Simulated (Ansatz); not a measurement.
ZrB2 (AlB2 type, space group P6/mmm)

```xyz
3
Lattice="3.1677 0.0000 0.0000 -1.5839 2.7433 0.0000 0.0000 0.0000 3.5503" Properties=species:S:1:pos:R:3 pbc="T T T"
Zr     0.0000     0.0000     0.0000
B      0.0000     1.8289     1.7751
B      1.5839     0.9144     1.7751
```

This relaxed cell (volume V₀) is scaled evenly in all directions, its shape held. Symmetry pins the atoms to their sites.

Computed with r2SCAN (plane waves to 500 eV, PAW, scalar-relativistic; Ansatz, a first-principles code). k mesh 17×17×13 (Γ-centred), Fermi-Dirac smearing 0.05 eV. Stress and pressure are positive under compression. ZrB2 is run without spin polarisation. ZrB2 was relaxed with its symmetry unable to fall.

At one point of the scan the stress tensor (GPa) is:

```
   19.7      0.0      0.0
    0.0     19.7      0.0
    0.0      0.0     18.1
```

### Question
Which point is it?
(A) V/V₀ = 0.933
(B) V/V₀ = 0.983
(C) V/V₀ = 0.950
(D) V/V₀ = 0.917

### Answer
A, V/V₀ = 0.933

(Under strain, the slope of the energy per volume gives the stress and its curvature an elastic modulus.)
